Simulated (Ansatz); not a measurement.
An Ansatz input:

```yaml
crystal:
  lattice:
    - [-1.9536234387, 1.9536234387, 1.9536234387]
    - [1.9536234387, -1.9536234387, 1.9536234387]
    - [1.9536234387, 1.9536234387, -1.9536234387]
  atoms:
    - { symbol: Yb, position: [0.0, 0.0, 0.0] }
hamiltonian:
  xc: r2scan
  pseudopotentials:
    kind: paw
    azcp:
      Yb: "pseudopotentials/Yb.paw.azcp"
basis:
  ecutwfc: 500
  fft_grid_basis: typed
kpoints:
  mp_grid: { grid: [12, 12, 12], shift: [0, 0, 0] }
magnetization:
  spin_polarized: false
scf:
  occupations: { method: fermi_dirac, width: 0.1 }
  lower_state_search: "off"
output:
  stress: true
```

and its output:

```
Engine: ansatz 0.2.0, x86_64-unknown-linux-gnu
Pseudopotentials: kind: paw
Pseudopotential: Yb, paw, valence charge 24, recommended cutoff 500 eV (meta_gga) 
Functional definition: r2SCAN
  parameter k0 = 0.174
  parameter k1 = 0.065
  parameter a1 = 4.9479
  exchange = r2scan_x(k0 = k0, k1 = k1, a1 = a1)
  correlation = r2scan_c
Crystal: 1 atoms, lattice volume = 29.825 Å³
Basis set: ecut = 500 eV, 767 PW (Γ), exchange–correlation on 100×100×100 points (64 copies of the dense FFT grid, shifted against one another)
Bands: 16, of which v1, the nominal top of the filled ones, is band 12 counted from 1 (11 counted from 0)
Symmetry: 48 space group operations
Space group: Im-3m (ITA 229), of the structure as read, at distance tolerance 3.1e-5 Å
k-points: 72 of 1728
Non-local potential: Yb, projectors of the file, l = 0: 3, l = 1: 2, l = 2: 2, l = 3: 3
PAW form: soft (Blöchl's): semilocal exchange-correlation on the pseudo side does not see the compensation charge
PAW frozen core: Yb, regenerated for the run's functional (the file was generated under x = pbe(κ = 0.804, μ = 0.2195149727645171), c = pbe(β = 0.06672455060314922))
PAW one-centre angular grid: Yb, 2702 points (default); XC on 160 Gauss nodes
Initial density: superposition of atomic densities (neutral atoms: chi_scale 0, normalization atom), corrected by the library's trained network
Initial wavefunctions: pseudopotential atomic-orbital guess
Functional: x = r2scan, c = r2scan; τ floored in thin density (d = 2e-4 eV/Å³)
SCF iter   1: F=-13805.148343 eV  HF=-13805.896814 eV  |F-HF|=7.48e-1  |Δ(HF+E_count)|=         —  Δρ=4.29e-2  dr2=4.57e-1  dr2_τ=3.55e-3  ethr=1.77e-3  ⟨swp⟩=5.5  Hψ=6577  notcnv=0
SCF iter   2: F=-13777.067892 eV  HF=-13807.004833 eV  |F-HF|=2.99e1  |Δ(HF+E_count)|=    1.11e0  Δρ=2.92e-1  dr2=2.00e1  dr2_τ=4.05e-2  ethr=1.77e-3  ⟨swp⟩=4.4  Hψ=3904  notcnv=0  defer=13  recentre
SCF iter   3: F=-13805.569915 eV  HF=-13805.872518 eV  |F-HF|=3.03e-1  |Δ(HF+E_count)|=    1.13e0  Δρ=2.60e-2  dr2=1.74e-1  dr2_τ=4.82e-4  ethr=1.77e-3  ⟨swp⟩=3.1  Hψ=3403  notcnv=0
SCF iter   4: F=-13805.836536 eV  HF=-13805.848013 eV  |F-HF|=1.15e-2  |Δ(HF+E_count)|=   2.45e-2  Δρ=6.42e-3  dr2=1.08e-2  dr2_τ=1.92e-4  ethr=7.24e-4  ⟨swp⟩=2.9  Hψ=2696  notcnv=0
SCF iter   5: F=-13805.821073 eV  HF=-13805.851221 eV  |F-HF|=3.01e-2  |Δ(HF+E_count)|=   3.21e-3  Δρ=7.58e-3  dr2=1.51e-2  dr2_τ=1.07e-4  ethr=4.48e-5  ⟨swp⟩=2.0  Hψ=2232  notcnv=0
SCF iter   6: F=-13805.813246 eV  HF=-13805.852869 eV  |F-HF|=3.96e-2  |Δ(HF+E_count)|=   1.65e-3  Δρ=1.25e-2  dr2=3.68e-2  dr2_τ=1.36e-5  ethr=4.48e-5  ⟨swp⟩=2.8  Hψ=2433  notcnv=0
SCF iter   7: F=-13805.788306 eV  HF=-13805.854651 eV  |F-HF|=6.63e-2  |Δ(HF+E_count)|=   1.78e-3  Δρ=1.53e-2  dr2=5.54e-2  dr2_τ=2.89e-5  ethr=4.48e-5  ⟨swp⟩=1.0  Hψ=1888  notcnv=0
SCF iter   8: F=-13805.790345 eV  HF=-13805.854491 eV  |F-HF|=6.41e-2  |Δ(HF+E_count)|=   1.60e-4  Δρ=1.45e-2  dr2=5.08e-2  dr2_τ=1.39e-5  ethr=4.48e-5  ⟨swp⟩=1.0  Hψ=1440  notcnv=0
SCF iter   9: F=-13805.840680 eV  HF=-13805.850723 eV  |F-HF|=1.00e-2  |Δ(HF+E_count)|=   3.77e-3  Δρ=5.40e-3  dr2=7.45e-3  dr2_τ=2.30e-6  ethr=4.48e-5  ⟨swp⟩=1.2  Hψ=1545  notcnv=0
SCF iter  10: F=-13805.849855 eV  HF=-13805.850087 eV  |F-HF|=2.32e-4  |Δ(HF+E_count)|=   6.37e-4  Δρ=6.72e-4  dr2=1.79e-4  dr2_τ=1.34e-6  ethr=3.10e-5  ⟨swp⟩=1.0  Hψ=1520  notcnv=0
SCF iter  11: F=-13805.850113 eV  HF=-13805.850116 eV  |F-HF|=2.48e-6  |Δ(HF+E_count)|=   2.92e-5  Δρ=2.66e-4  dr2=2.47e-5  dr2_τ=9.76e-7  ethr=7.47e-7  ⟨swp⟩=2.8  Hψ=2475  notcnv=0
SCF iter  12: F=-13805.850056 eV  HF=-13805.850128 eV  |F-HF|=7.18e-5  |Δ(HF+E_count)|=   1.20e-5  Δρ=6.70e-4  dr2=1.10e-4  dr2_τ=9.62e-6  ethr=1.03e-7  ⟨swp⟩=2.7  Hψ=2011  notcnv=0  recentre
SCF iter  13: F=-13805.850118 eV  HF=-13805.850124 eV  |F-HF|=6.17e-6  |Δ(HF+E_count)|=   4.21e-6  Δρ=2.86e-4  dr2=1.72e-5  dr2_τ=2.07e-6  ethr=1.03e-7  ⟨swp⟩=2.3  Hψ=2079  notcnv=0
SCF iter  14: F=-13805.850122 eV  HF=-13805.850123 eV  |F-HF|=2.45e-7  |Δ(HF+E_count)|=   1.10e-6  Δρ=2.78e-5  dr2=1.58e-7  dr2_τ=1.75e-8  ethr=7.16e-8  ⟨swp⟩=2.0  Hψ=1657  notcnv=0
SCF iter  15: F=-13805.850123 eV  HF=-13805.850123 eV  |F-HF|=3.06e-8  |Δ(HF+E_count)|=   4.10e-8  Δρ=1.45e-5  dr2=4.95e-8  dr2_τ=1.18e-9  ethr=4.17e-10  ⟨swp⟩=5.3  Hψ=4892  notcnv=0
SCF 1 converged in 15 iterations: F = -13805.850123 eV  dr2 = 4.95e-8
SCF converged after 15 iterations
Free energy (F): -13805.850123 eV
Harris-Foulkes:  -13805.850123 eV  (|F-HF|=3.06e-8)
Internal energy: -13805.779685 eV  (E = F + TS)
E sigma→0 (E₀):  -13805.814904 eV
Entropy (-TS):   -0.070437 eV (-70.437 meV/atom)
Fermi energy:    13.081017 eV
--- Per-component energies (eV) ---
  E_band       = 46.780536
  E_kinetic    = 359.282076
  E_local      = -5880.138795  (includes V_loc(G=0)·N_el)
  E_nonlocal   = 538.621863
  E_hartree    = 2560.208796
  E_xc         = -162.080302
  E_vxc        = -231.133206  (∫ρ·V_xc dr)
  E_paw        = -7359.890387  (= ΣΔE_a)
  E_vpaw       = 125.459417  (= ΣTr[D̂ρ^β])
  E_aug_tail   = 0.000002  (compensation charges beyond the density's cutoff)
  E_vtau       = 14.294044  (kinetic-family band-sum trace: ∫τ·v_τ [+ j·A + Jᵃ·Aᵃ] dr)
  E_ewald      = -3862.632145
  E_core_change = 0.849206  (= ΣΔE_core)
  E_smearing   = -0.070437  (= −TS)
  E_closure    = 0.000000  (closes the sum)
  Σ components = -13805.850123   (vs F -13805.850123, Δ=0.00e0)
--- Stress (GPa, compression-positive) ---
        3.449474      -0.000000      -0.000000
        0.000000       3.449474      -0.000000
        0.000000      -0.000000       3.449474
  P = ⅓ Tr σ = 3.4495 GPa (34.495 kbar)
```

Launched by

```sh
ansatz run input.yaml --threads 1 --pin off --max-ram 3584MiB --backend cpu --events-out ev --progress --plain --runs-dir out
```

On 1 thread of Intel(R) Xeon(R) Platinum 8259CL CPU @ 2.50GHz (Skylake/Cascade Lake) (shared host) this took about 12 s of wall time and 12 s of CPU time.
